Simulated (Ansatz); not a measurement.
**In2S: relaxed-ion elastic tensor**

These are results of DFT PBE, scalar-relativistic, plane waves, PAW (Ansatz 0.2.0), not measurements. Cutoff 420 eV, 12×12×10 k-points (Γ-centred), Fermi-Dirac smearing of 0.15 eV. No spin polarisation.

The cell, relaxed at this level:
```
CELL_PARAMETERS angstrom
4.05208 0.00000 0.00000
-2.02604 3.50921 0.00000
0.00000 0.00000 5.65066
ATOMIC_POSITIONS crystal
In 0.33333 0.66667 0.29416
In 0.66667 0.33333 0.70584
S 0.00000 0.00000 0.00000
```

The cell was found from a structure generator's guess, not taken from experiment. In a metal, frequencies and elastic constants depend on the k mesh and the smearing, soft modes and shear constants most.

Problem. Give the relaxed-ion elastic constants (GPa, Voigt order xx yy zz yz xz xy, on the Cartesian axes of the cell above).

Solution.
C11 = 40.7, C12 = 6.7, C13 = 19.5, C14 = -12.3, C22 = 40.7, C23 = 19.5, C24 = 12.3, C33 = 36.8, C44 = 19.4, C55 = 19.4, C56 = -12.4, C66 = 17.0 GPa; the others vanish.

Problem. Is the crystal stable against homogeneous strain?

Solution. Too close to call: the least eigenvalue is 5.8 GPa, within what the k mesh leaves open in a metal.
